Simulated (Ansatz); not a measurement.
IrPtN$_{2}$ in space group R-3m (No. 166; Ir on 3b, Pt on 3a, N on 6c) under volume change, PBEsol (plane waves, PAW; program Ansatz), shape and atoms relaxed at each volume.

| V (Å³/atom) | E − E(relaxed) (meV/atom) | P (GPa) |
|---|---|---|
| 10.481 | (withheld) | (withheld) |
| 10.827 | (withheld) | (withheld) |
| 11.172 | 7.4 | 7.10 |
| 11.518 | 0.0 | 0.00 |
| 11.863 | 6.8 | -6.19 |
| 12.209 | 26.1 | -11.66 |

Question: Complete the blanks.

Answer: 
- 10.481, E − E(relaxed) (meV/atom): 73.4
- 10.481, P (GPa): 24.39
- 10.827, E − E(relaxed) (meV/atom): 31.5
- 10.827, P (GPa): 15.20

Question: What does a third-order Birch–Murnaghan fit give for V₀, B₀ and B′?

Answer: V₀ = 11.52 Å³/atom, B₀ = 221 GPa, B′ = 3.4.

The start of the workflow was typed in or built on a structure type; neither database checked (COD, Materials Project) lists it. Whether it is the stable phase at ambient conditions was not checked. Symmetry was held in the PBEsol relaxation; whether a distortion lowers the energy is not shown. The workflow began spin-polarised and lost its moments. Its formation energy is positive at this level, so the cell may be metastable or incomplete. Spin–orbit coupling is left out wherever it is not named.

Potentials: the later of the program's two PAW sets.
